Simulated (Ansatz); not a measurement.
Ansatz input

```yaml
crystal:
  lattice:
    - [0.0, 2.2848545732, 2.2848545732]
    - [2.2848545732, 0.0, 2.2848545732]
    - [2.2848545732, 2.2848545732, 0.0]
  atoms:
    - { symbol: Mn, position: [0.0, 0.0, 0.0], spin: 1.918 }
    - { symbol: Mn, position: [0.5, 0.5, 0.5], spin: -1.918 }
hamiltonian:
  xc: pbesol
  pseudopotentials:
    kind: paw
    azcp:
      Mn: "pseudopotentials/Mn.paw.azcp"
basis:
  ecutwfc: 420
  fft_grid_basis: typed
kpoints:
  mp_grid: { grid: [13, 13, 13], shift: [0, 0, 0] }
magnetization:
  spin_polarized: true
scf:
  occupations: { method: fermi_dirac, width: 0.05 }
  lower_state_search: "off"
output:
  stress: true
  write_density: true
  write_potential: true
  elf: true
  volumetric_format: npy
```

Terminal output

```
Warning: the record states the generating functional pbe (its physics header spells it `PBE`), which answers neither for hamiltonian.xc's functional nor for the pbesol family's — results may be inconsistent (PPs are generated against a specific XC)
Engine: ansatz 0.2.0, x86_64-unknown-linux-gnu
Pseudopotentials: kind: paw
Pseudopotential: Mn, paw, valence charge 15, recommended cutoff 420 eV (normal) 
Functional definition: PBEsol
  exchange = pbesol_x
  correlation = pbesol_c
Crystal: 2 atoms, lattice volume = 23.856 Å³
Basis set: ecut = 420 eV, 459 PW (Γ)
Bands: 21, of which v1, the nominal top of the filled ones, is band 15 counted from 1 (14 counted from 0)
Symmetry: 48 space group operations
Space group: Fm-3m (ITA 225), of the structure as read, at distance tolerance 2.9e-5 Å
Magnetic group: BNS 225.121 (UNI 1623), of the structure as read, at distance tolerance 2.9e-5 Å
k-points: 84 of 2197
Non-local potential: Mn, projectors of the file, l = 0: 3, l = 1: 2, l = 2: 3, l = 3: 1
PAW form: soft (Blöchl's): semilocal exchange-correlation on the pseudo side does not see the compensation charge
PAW frozen core: Mn, regenerated for the run's functional, and the local potential with it (the file was generated under x = pbe(κ = 0.804, μ = 0.2195149727645171), c = pbe(β = 0.06672455060314922))
PAW one-centre angular grid: Mn, 590 points (default); XC on 64 Gauss nodes
Initial density: superposition of atomic densities (chi_scale 0.1, normalization cell)
Starting moments: Σ|m| = 3.836 μB on 2 of 2 sites
Starting magnetic order: antiferromagnet; a translation exchanges its spin sublattices: spin-degenerate at every k-point
Initial wavefunctions: pseudopotential atomic-orbital guess
Functional: x = pbesol(κ = 0.804, μ = 0.12345679012345678), c = pbesol(β = 0.046)
iter 1 solved again at ethr=2.26e-3 eV; its pass at ethr=3.10e-3 eV (dr2=6.78e-1 eV) is discarded
SCF iter   1: F=—  HF=-7735.922688 eV  |F-HF|=—  |Δ(HF+E_count)|=         —  Δρ=4.58e-2 (↑4.58e-2 ↓4.58e-2)  dr2=6.78e-1  dr2_m=1.22e-1  M=0.000 μB ∫|m|=3.323 μB  β_m=0.30  ethr=2.26e-3  ⟨swp⟩=1.0  Hψ=8889  notcnv=0
spin=Collinear: Kerker preconditioning applied to the charge; magnetization (m = ρ↑ − ρ↓) channel mixes plain (no charge-response kernel on spin).
SCF iter   2: F=—  HF=-7735.849086 eV  |F-HF|=—  |Δ(HF+E_count)|=   7.36e-2  Δρ=2.60e-2 (↑2.60e-2 ↓2.60e-2)  dr2=1.50e-1  dr2_m=4.75e-2  M=0.000 μB ∫|m|=3.404 μB  β_m=1.00  ethr=2.26e-3  ⟨swp⟩=2.8  Hψ=2755  notcnv=0
SCF iter   3: F=—  HF=-7735.896146 eV  |F-HF|=—  |Δ(HF+E_count)|=   4.71e-2  Δρ=1.27e-2 (↑1.27e-2 ↓1.27e-2)  dr2=2.85e-2  dr2_m=1.17e-2  M=0.000 μB ∫|m|=3.551 μB  β_m=1.00  ethr=4.98e-4  ⟨swp⟩=2.8  Hψ=3860  notcnv=0  defer=17
SCF iter   4: F=—  HF=-7735.900337 eV  |F-HF|=—  |Δ(HF+E_count)|=   4.19e-3  Δρ=3.44e-3 (↑3.44e-3 ↓3.44e-3)  dr2=1.26e-3  dr2_m=1.66e-3  M=0.000 μB ∫|m|=3.609 μB  β_m=1.00  ethr=9.51e-5  ⟨swp⟩=2.9  Hψ=3719  notcnv=0  defer=17
SCF iter   5: F=—  HF=-7735.906491 eV  |F-HF|=—  |Δ(HF+E_count)|=   6.15e-3  Δρ=2.22e-3 (↑2.22e-3 ↓2.22e-3)  dr2=1.21e-3  dr2_m=6.62e-4  M=0.000 μB ∫|m|=3.641 μB  β_m=0.30  ethr=4.20e-6  ⟨swp⟩=2.0  Hψ=3064  notcnv=0  defer=17
Mixer restart at iter 5: flushing history
spin-set hold released at iteration 5 (site moments contracting): the magnetisation degrees of freedom join the quasi-Newton model from the next iteration; the mixer history was flushed
SCF iter   6: F=—  HF=-7735.913870 eV  |F-HF|=—  |Δ(HF+E_count)|=   7.38e-3  Δρ=2.36e-3 (↑2.36e-3 ↓2.36e-3)  dr2=9.91e-4  dr2_m=9.37e-4  M=0.000 μB ∫|m|=3.656 μB  β_m=0.65  ethr=4.04e-6  ⟨swp⟩=2.5  Hψ=2305  notcnv=0  defer=17
SCF iter   7: F=—  HF=-7735.922855 eV  |F-HF|=—  |Δ(HF+E_count)|=   8.99e-3  Δρ=1.91e-3 (↑1.91e-3 ↓1.91e-3)  dr2=2.77e-4  dr2_m=6.69e-4  M=0.000 μB ∫|m|=3.712 μB  β_m=0.82  ethr=3.30e-6  ⟨swp⟩=2.0  Hψ=3406  notcnv=0  defer=17
SCF iter   8: F=—  HF=-7735.923138 eV  |F-HF|=—  |Δ(HF+E_count)|=   2.83e-4  Δρ=1.57e-3 (↑1.57e-3 ↓1.57e-3)  dr2=1.11e-4  dr2_m=4.98e-4  M=0.000 μB ∫|m|=3.733 μB  β_m=0.91  ethr=9.22e-7  ⟨swp⟩=2.0  Hψ=3269  notcnv=0  defer=17
SCF iter   9: F=—  HF=-7735.923313 eV  |F-HF|=—  |Δ(HF+E_count)|=   1.75e-4  Δρ=4.09e-4 (↑4.09e-4 ↓4.09e-4)  dr2=3.98e-5  dr2_m=1.78e-5  M=0.000 μB ∫|m|=3.772 μB  β_m=0.96  ethr=3.69e-7  ⟨swp⟩=2.0  Hψ=2641  notcnv=0  defer=17
SCF iter  10: F=—  HF=-7735.923319 eV  |F-HF|=—  |Δ(HF+E_count)|=   5.93e-6  Δρ=1.42e-4 (↑1.42e-4 ↓1.42e-4)  dr2=7.67e-6  dr2_m=1.18e-6  M=0.000 μB ∫|m|=3.775 μB  β_m=0.98  ethr=1.33e-7  ⟨swp⟩=2.3  Hψ=2127  notcnv=0  defer=17
SCF iter  11: F=—  HF=-7735.923317 eV  |F-HF|=—  |Δ(HF+E_count)|=   1.37e-6  Δρ=3.78e-5 (↑3.78e-5 ↓3.78e-5)  dr2=8.65e-7  dr2_m=1.56e-8  M=0.000 μB ∫|m|=3.776 μB  β_m=0.99  ethr=2.56e-8  ⟨swp⟩=2.8  Hψ=3055  notcnv=0  defer=17
SCF iter  12: F=-7735.923317 eV  HF=-7735.923317 eV  |F-HF|=4.94e-8  |Δ(HF+E_count)|=   1.26e-7  Δρ=8.31e-6 (↑8.31e-6 ↓8.31e-6)  dr2=5.21e-8  dr2_m=8.46e-10  M=0.000 μB ∫|m|=3.776 μB  ethr=3.33e-10  ⟨swp⟩=6.7  Hψ=10621  notcnv=0
SCF 1 converged in 12 iterations: F = -7735.923317 eV  dr2 = 5.21e-8
SCF converged after 12 iterations
Magnetization: 0.0000 μB (15.0000 up, 15.0000 down)
Absolute magnetization: 3.7757 μB (∫|ρ↑−ρ↓|, with the PAW one-centre terms)
Spin contamination: 1.3099 ħ² per cell (⟨S²⟩ above its minimum at these occupations)
Per-site moments (μB) at R_I (Å): [(1.752664452402245, 0.942502511445), (-1.752664452402245, 0.942502511445)]
Free energy (F): -7735.923317 eV
Harris-Foulkes:  -7735.923317 eV  (|F-HF|=4.94e-8)
Internal energy: -7735.905400 eV  (E = F + TS)
E sigma→0 (E₀):  -7735.914358 eV
Entropy (-TS):   -0.017917 eV (-8.959 meV/atom)
Fermi energy:    18.403908 eV
--- Per-component energies (eV) ---
  E_band       = -378.936586
  E_kinetic    = 618.317405
  E_local      = -3502.403755  (includes V_loc(G=0)·N_el)
  E_nonlocal   = 485.661327
  E_hartree    = 1454.089029
  E_xc         = -228.545281
  E_vxc        = -293.942520  (∫ρ·V_xc dr)
  E_paw        = -2540.079990  (= ΣΔE_a)
  E_vpaw       = -594.763775  (= ΣTr[D̂ρ^β])
  E_aug_tail   = -0.000020  (compensation charges beyond the density's cutoff)
  E_ewald      = -4023.283415
  E_core_change = 0.339301  (= ΣΔE_core)
  E_smearing   = -0.017917  (= −TS)
  E_closure    = -0.000000  (closes the sum)
  Σ components = -7735.923317   (vs F -7735.923317, Δ=0.00e0)
--- Stress (GPa, compression-positive) ---
        5.876901       0.000000       0.000000
       -0.000000       5.876901       0.000000
        0.000000       0.000000       5.876901
  P = ⅓ Tr σ = 5.8769 GPa (58.769 kbar)
--- Band table (eV; the first three rows and the last of 168) ---
  k-point 0 ↑: bands = ["-61.6869", "-59.6628", "-30.5997", "-30.5997", "-30.5997", "-28.5478", "-28.5478", "-28.5478", "10.0768", "14.4754", "14.4754", "14.6592", "14.6592", "14.6592", "20.0860", "20.0860", "20.0860", "21.3485", "21.3485", "30.0390", "32.0140"]
  k-point 1 ↑: bands = ["-61.6856", "-59.6637", "-30.5994", "-30.5976", "-30.5976", "-28.5540", "-28.5517", "-28.5517", "10.2227", "14.5376", "14.5376", "14.6417", "14.7325", "14.7325", "20.0110", "20.0365", "20.0365", "21.1916", "21.1916", "29.9966", "31.1513"]
  k-point 2 ↑: bands = ["-61.6821", "-59.6662", "-30.5986", "-30.5917", "-30.5917", "-28.5709", "-28.5624", "-28.5624", "10.6509", "14.6001", "14.7203", "14.7203", "14.9484", "14.9484", "19.8026", "19.8846", "19.8846", "20.7602", "20.7602", "28.4788", "31.0815"]
  k-point 83 ↓: bands = ["-61.6626", "-59.6764", "-30.6833", "-30.6794", "-30.5715", "-28.6249", "-28.5299", "-28.5269", "14.2279", "14.5244", "15.1020", "15.6655", "16.8157", "17.2349", "17.9444", "19.0599", "19.1632", "19.4183", "20.9607", "21.8122", "24.7889"]
```

Command:

```sh
ansatz run input.yaml --threads 2 --pin off --max-ram 5120MiB --backend cpu --events-out ev --progress --plain --runs-dir out
```

On 2 threads of Intel(R) Xeon(R) Platinum 8488C (Sapphire Rapids) (shared host) this took about 1.7 s of wall time and 3.2 s of CPU time.
